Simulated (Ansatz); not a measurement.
A geometry of BePd away from equilibrium: step 2 of the relaxation of a relaxed BePd cell displaced along its unstable phonon at q = (½, ½, 0) of its primitive reciprocal cell (153i cm⁻¹), largest move 0.15 Å. Computed with PBE (plane waves to 420 eV, PAW, scalar-relativistic; Ansatz, an electronic-structure program). Γ-centred k-mesh 13×13×13 on the run's cell (coarser than for final values), Fermi–Dirac smearing 0.05 eV.

```xyz
4
Lattice="2.8434 1.6345 6.7914 0.0000 1.6345 6.7914 0.0000 -1.6672 3.4035" Properties=species:S:1:pos:R:3:forces:R:3 pbc="T T T" free_energy=-14132.710 pressure_GPa=-1.0
Be     0.0000    -0.2190     0.0480    0.0000   -0.1934    0.0312
Be     1.4217    -0.6310     6.7513    0.0000    0.1934   -0.0312
Pd     0.0000    -0.0166     4.9548    0.0000   -0.1682   -0.5515
Pd     1.4217     0.8011     8.6358    0.0000    0.1682    0.5515
```

Positions in Å, forces in eV/Å, free energy of the cell in eV (comparable only within this code, potentials and settings). Largest force: 0.58 eV/Å, on Pd3, Pd4 (atoms numbered as listed); the geometry lies 0.18 eV/atom above the end of its relaxation.

No spin polarisation in the result.

The run could not lose the symmetry of its start, so the end can be a saddle point.

The end of the path is a generated cell of BePd: the first start was made by placing the elements on the sites of a structure type, and the end was not matched to a known phase here, so it may be hypothetical.
